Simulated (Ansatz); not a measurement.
ScMo₃C:
```xyz
5
Lattice="4.2166 0.0000 0.0000 0.0000 4.2166 0.0000 0.0000 0.0000 4.2166" Properties=species:S:1:pos:R:3 pbc="T T T"
Sc     0.0000     0.0000     0.0000
Mo     0.0000     2.1083     2.1083
Mo     2.1083     0.0000     2.1083
Mo     2.1083     2.1083     0.0000
C      2.1083     2.1083     2.1083
```

Relaxed with r²SCAN. Special points in fractions of this cell's reciprocal vectors: Γ (0.000, 0.000, 0.000); X (0.000, 0.500, 0.000); M (0.500, 0.500, 0.000); R (0.500, 0.500, 0.500).

List the band energies nearest the Fermi level at these points for DFT-r²SCAN in the program Ansatz with PAW potentials.

In eV from the Fermi level; about four levels below and three above (degenerate sets whole), none deeper than 8.9 eV; points with the same levels are listed once.

```csv
k,below,above
Γ,-1.87 -1.87 -1.87 -0.20 -0.20 -0.20,1.26 1.26 3.12
X,-2.05 -2.05 -1.42 -0.24,0.77 0.77 0.85
M,-1.44 -1.44 -1.14 -0.97 -0.97,0.06 0.30 1.20
R,-1.97 -1.97 -1.97 -1.00 -1.00 -1.00,0.43 0.43 0.78 0.78 0.78
```

Space group Pm-3m (anti-perovskite). The start of the workflow was typed in or built on a structure type; neither database checked (COD, Materials Project) lists it. Its standing as an ambient phase is unchecked. The cell was relaxed with r²SCAN under the symmetry of its start; whether a distortion lowers the energy is not shown. The run is not spin-polarised. Scalar-relativistic: spin–orbit coupling is off unless named, which matters more the heavier the elements.

Potentials: the later of the program's two PAW sets.
